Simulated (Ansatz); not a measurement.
An elastic tensor (GPa, Voigt order, standard axes) from LDA in the plane-wave PAW code Ansatz:

|  | 1 | 2 | 3 | 4 | 5 | 6 |
|---|---|---|---|---|---|---|
| 1 | 213 | 99.0 | 93.0 | 6.0 | 0.0 | 0.0 |
| 2 | 99.0 | 213 | 93.0 | -6.0 | 0.0 | 0.0 |
| 3 | 93.0 | 93.0 | 203 | 0.0 | 0.0 | 0.0 |
| 4 | 6.0 | -6.0 | 0.0 | 58.8 | 0.0 | 0.0 |
| 5 | 0.0 | 0.0 | 0.0 | 0.0 | 58.8 | 6.0 |
| 6 | 0.0 | 0.0 | 0.0 | 0.0 | 6.0 | 57.0 |

Pick the material that matches.
A. MgZn2O3, P-3m1 (Mg on 1a, Zn on 2d, O on 2d, O on 1b)
B. LiNbO3, R-3 (Li on 6c, Nb on 6c, O on 18f)
C. LaOF, R-3m (La on 6c, O on 6c, F on 6c)
D. Al2O3, R3m (Pearson symbol hR5)

C, LaOF, R-3m (La on 6c, O on 6c, F on 6c)

The first step of the workflow began from a Materials Project structure, measured or hypothetical; the Crystallography Open Database files this formula in space group No. 166, but the cells were not matched. Whether it is the stable phase at ambient conditions was not checked. Symmetry was held in the LDA relaxation; its stability against distortions is not shown here. Spin–orbit coupling is left out wherever it is not named.

Potentials: the later of the program's two PAW sets.
